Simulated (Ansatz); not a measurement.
MoS₂:
```cif
data_Mo3S6
_chemical_formula_sum 'Mo3 S6'
_space_group_name_H-M_alt 'R3m :H'
_space_group_IT_number 160
_space_group_name_Hall 'R 3 -2"'
_cell_length_a 3.18505
_cell_length_b 3.18505
_cell_length_c 22.32098
_cell_angle_alpha 90.000
_cell_angle_beta 90.000
_cell_angle_gamma 120.000
loop_
_atom_site_label
_atom_site_type_symbol
_atom_site_symmetry_multiplicity
_atom_site_Wyckoff_symbol
_atom_site_fract_x
_atom_site_fract_y
_atom_site_fract_z
_atom_site_occupancy
Mo1 Mo 3 a 0.00000 0.00000 0.99999 1
S1 S 3 a 0.00000 0.00000 0.73666 1
S2 S 3 a 0.00000 0.00000 0.59665 1
```
(The calculation used a cell of 3 atoms; values per cell refer to that cell.)

Relaxed at zero pressure with the program Ansatz at the PBE level (PAW).

Question: The volume is raised by 6 % and shape and atoms relax at that volume. What pressure results, and how do the axes share the change?

Answer: 0.0 GPa; a 0.0 %, b 0.0 %, c 5.9 %; the energy rises by 0 meV/atom.

Question: Give the new structure.

Answer: 
Space group R3m, hexagonal axes (No. 160); a = 3.1861 Å, b = 3.1861 Å, c = 23.6446 Å, α = 90.00°, β = 90.00°, γ = 120.00°

```json
[
 {"atom": "Mo", "site": "3a", "symmetry": "3m", "x": "0.0000", "y": "0.0000", "z": "0.0000"},
 {"atom": "S", "site": "3a", "symmetry": "3m", "x": "0.0000", "y": "0.0000", "z": "0.7327"},
 {"atom": "S", "site": "3a", "symmetry": "3m", "x": "0.0000", "y": "0.0000", "z": "0.6006"}
]
```

The phase is kept; no other phase was compared at this pressure.

The PBE relaxation kept the symmetry of its start. No spin polarisation was allowed. The volume moved by 23 % from the start of the relaxation. A crystal of weakly bound layers computed without a dispersion correction: the cell and the soft elastic constants depend strongly on that.

Potentials: the later of the program's two PAW sets.
